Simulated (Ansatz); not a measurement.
Level of theory: DFT PBE, scalar-relativistic, plane waves, PAW in Ansatz. All cells share a 420 eV cutoff and Γ-centred k meshes spaced at most about 0.3 Å⁻¹ (about 0.25 or finer for metals, 2π included). No spin polarisation in the final relaxations.

Temperature and zero-point effects are left out.

Two forms of P₃C were relaxed alike.

1.

Space group P6_3/mmc (No. 194). a = 8.292 Å, b = 8.292 Å, c = 3.481 Å, α = 90.00°, β = 90.00°, γ = 120.00°
```csv
atom,site,symmetry,x,y,z
P,6h,mm2,0.2463,0.4927,0.2500
C,2d,-6m2,0.3333,0.6667,0.7500
```

2.

Space group Cmmm (No. 65). a = 2.698 Å, b = 5.965 Å, c = 7.091 Å, α = 90.00°, β = 90.00°, γ = 90.00°
```tsv
atom	site	symmetry	x	y	z
P	4l	mm2	0.5000	0.0000	0.8172
P	2d	mmm	0.0000	0.0000	0.5000
C	2a	mmm	0.0000	0.0000	0.0000
```

Question: Which would you expect to be lower, and how large is the difference?

Answer: Cell 2 is lower, by 45 meV/atom. Cell 1 has space group P6_3/mmc (No. 194), 25.9 Å³/atom and no gap on its mesh; cell 2 has space group Cmmm (No. 65), 14.3 Å³/atom and no gap. Counting P atoms around C (those within 1.25 times the shortest such distance or 1.15 times the sum of covalent radii), cell 1 has C 6 and cell 2 has C 4. Cell 1 holds P–P units of three or more atoms (shortest 2.16 Å); in cell 2 the shortest P–P distance is 2.59 Å, near bonding range too. Even the lower one lies +1.07 eV/atom against the reference forms of the elements (uncorrected), so neither is stable at this level. Both come from invented guesses. A third cell relaxed alike, in Im-3m, lies 172 meV/atom below the lower of the two.

Weakly bound directions are ill-defined at this level, which has no dispersion term (P6_3/mmc, Cmmm), and this can change margins and order among such cells. In Cmmm an odd number of electrons in the primitive cell allows no gap without spin; a larger cell or a magnetic state could open one. Cells relaxed within their symmetry can be saddle points.
